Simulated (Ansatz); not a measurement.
## LuAs2Rh2, a known structure type with other elements, at an estimated volume

```
CELL_PARAMETERS angstrom
0.00000 4.35161 0.00000
4.35161 0.00000 0.00000
2.17580 2.17580 -4.95679
ATOMIC_POSITIONS crystal
Lu 0.00000 0.00000 0.00000
Rh 0.75000 0.25000 0.50000
Rh 0.25000 0.75000 0.50000
As 0.27800 0.27800 0.44400
As 0.72200 0.72200 0.55600
```

The numbers come from plane-wave PAW DFT (Ansatz): PBE, no spin polarisation, 420 eV, 9×9×9 Γ-centred k points, fermi-dirac occupations (width 0.1 eV). Nothing was relaxed.

Q: What happens at the Fermi level?

A: It is a metal, with about 2.9 states/eV a cell as the mean within 0.25 eV of the Fermi level, mostly As p (30 %), Lu d (29 %) and Rh d (28 %).

Q: Is it stable against the elements?

A: 0.58 eV an atom against the elements' usual phases (free molecules for gases, crystals otherwise, with no correction for O₂ or N₂), so at this geometry it isn't bound against them. Relaxing would lower it.

Q: Is the cell too large or too small?

A: The pressure is 41.5 GPa (compression positive), so with the atoms held at these fractions the cell would first expand; the forces are large, so a full relaxation may end otherwise. The principal stresses 3.1, 60.7, 60.7 GPa differ, so its shape would change too.

Q: Which element gives electrons and which takes them?

A: Bader charges in e: Lu +1.61, As -0.02, Rh -0.78. In the mean Lu gives up most and Rh takes most.

Q: Which atom feels the largest force, and which way?

A: The largest is on As5 (and as large on other atoms): 3.91 eV/Å, components (0.00, 0.00, -3.91). It makes 97° with the line to a nearest neighbour, Rh2 at 2.19 Å.

Origin: a known structure type with other elements, at an estimated volume, so it need not be a known compound. Caveats: atoms or cell far from equilibrium.
